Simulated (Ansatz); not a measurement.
Mechanical response of LaTl (Pm-3m)

```yaml
crystal:
  lattice:
    - [3.91959, 0.00000, 0.00000]
    - [0.00000, 3.91959, 0.00000]
    - [0.00000, 0.00000, 3.91959]
  atoms:
    - { symbol: La, position: [0.00000, 0.00000, 0.00000] }
    - { symbol: Tl, position: [0.50000, 0.50000, 0.50000] }
```

Level of theory, where no other is named: PBEsol, all-electron LAPW in Ansatz 0.2.0, scalar-relativistic. k mesh 10×10×10, Fermi-Dirac smearing of 0.100 eV, basis error target 1 meV/atom. The cell was relaxed by PAW under this functional.

The cell is cubic and carries a residual pressure of 0.02 GPa at this level. Each strain component that symmetry leaves independent is applied at ±0.005 and ±0.01, the ions relax wherever a strain frees them, and the stress (tension positive, GPa) is read. Shears are engineering strains, γ = 2ε.

```tsv
strain	size	σxx	σyy	σzz	σyz	σxz	σxy
xx	-0.01	-0.6692	-0.5236	-0.5236	0.0000	0.0000	0.0000
xx	-0.005	-0.3404	-0.2689	-0.2689	0.0000	0.0000	0.0000
xx	+0.005	0.2913	0.2230	0.2230	0.0000	0.0000	0.0000
xx	+0.01	0.5932	0.4610	0.4610	0.0000	0.0000	0.0000
yz	-0.01	-0.0219	-0.0267	-0.0267	-0.2969	0.0000	0.0000
yz	-0.005	-0.0206	-0.0218	-0.0218	-0.1484	0.0000	0.0000
yz	+0.005	-0.0206	-0.0218	-0.0218	0.1484	0.0000	0.0000
yz	+0.01	-0.0219	-0.0267	-0.0267	0.2969	0.0000	0.0000
```

The slope is [8(σ(+δ) − σ(−δ)) − (σ(+2δ) − σ(−2δ))]/(12δ), and the program imposes the crystal's symmetry on the matrix.

Problem. What are the independent elastic constants?

Solution. C11 = 63.2, C12 = 49.2, C44 = 29.7 GPa.

Problem. Do they meet the Born conditions?

Solution. C11 − C12 = 14.0, C11 + 2C12 = 161.5 and C44 = 29.7 GPa must all be positive, so the crystal is elastically stable; that says nothing yet of its phonons.

Problem. What moduli does a random aggregate of grains have?

Solution. B = (C11 + 2C12)/3 = 53.8 GPa. G_V = (C11 − C12 + 3C44)/5 = 20.6 and G_R = 5(C11 − C12)C44/(4C44 + 3(C11 − C12)) = 12.9, so G_H = 16.8 GPa. Then E = 9BG/(3B + G) = 45.6 GPa, ν = (3B − 2G)/(6B + 2G) = 0.359 and B/G = 3.21, on the ductile side of Pugh's 1.75 (a rule of thumb).

Problem. With the density of 9.467 g/cm³, how fast does sound travel, and what Debye temperature follows?

Solution. 

```tsv
direction	slow (m/s)	middle (m/s)	fast (m/s)
[100]	1771	1771	2584
[110]	860	1771	3012
[111]	1240	1240	3142
```

The mean of v⁻³ over directions and branches gives v_m = 1453 m/s and θ_D = (ħ/k_B) v_m (6π²n)^(1/3) = 139 K, n being atoms per volume. Young's modulus spans 20 to 75 GPa over directions, and the universal anisotropy index is 2.97.

Problem. How far do the constants move if PAW replaces LAPW in the same cell?

Solution. 

| constant | LAPW (GPa) | PAW (GPa) | difference |
| --- | --- | --- | --- |
| C11 | 63.2 | 63.0 | -0.2 |
| C12 | 49.2 | 49.1 | -0.1 |
| C44 | 29.7 | 29.7 | 0.0 |

Known limits: responses of metals move with mesh and smearing; no spin-orbit coupling on heavy atoms; the frozen-core PAW files of the compared runs were fitted under PBE, their cores solved anew for this functional.
